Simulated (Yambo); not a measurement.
Rb2LiTlF6 (space group Fm-3m, No. 225), G0W0@LDA in Yambo (2×2×2 mesh, plasmon pole; 8 Ry block, no terminator). The number N of bands in W and G is varied.

```
N    x = 1/N  gap Γ → Γ (eV)  shift of the valence edge (eV)
---  -------  --------------  ------------------------------
119  0.00840           5.920                          -0.753
173  0.00578           5.777                          -0.816
241  0.00415           5.712                          -0.895
311  0.00322               ?                               ?
```

### Question
Basis-set arguments suggest E = E∞ + A x. Fix A and E∞ from the two rows above the withheld one, predict the row at 311 bands, and test the form.

### Answer
Gap: A = (5.712 − (5.777))/(0.00415 − 0.00578) = 39.9, E∞ = 5.547 eV, so 5.675 eV is predicted; the run gave 5.707 eV (miss 32 meV). The first two rows have slope 54.6, so the form doesn't hold yet over the whole range. Shift: A = (-0.895 − (-0.816))/(0.00415 − 0.00578) = 48.5, E∞ = -1.096 eV, so -0.940 eV is predicted; the run gave -0.974 eV (miss 34 meV). The first two rows have slope 24.0, so the form doesn't hold yet over the whole range. The other settings are held fixed.

The standard potential for Tl keeps a d shell in the valence without the s and p states of that shell. In tests on such compounds this moved G0W0 gaps by up to about 0.9 eV, so absolute quasiparticle energies here are unreliable; differences between settings are what counts.

Spin-orbit coupling is not included.

Geometry of the Materials Project entry, not relaxed at this level; primitive cell a = b = c = 6.1457 Å, α = β = γ = 60.00°.

The structure is a Materials Project entry; no match was found in the copy of COD used, and its stability was not checked.

A shift is the quasiparticle energy of the state minus its LDA energy.
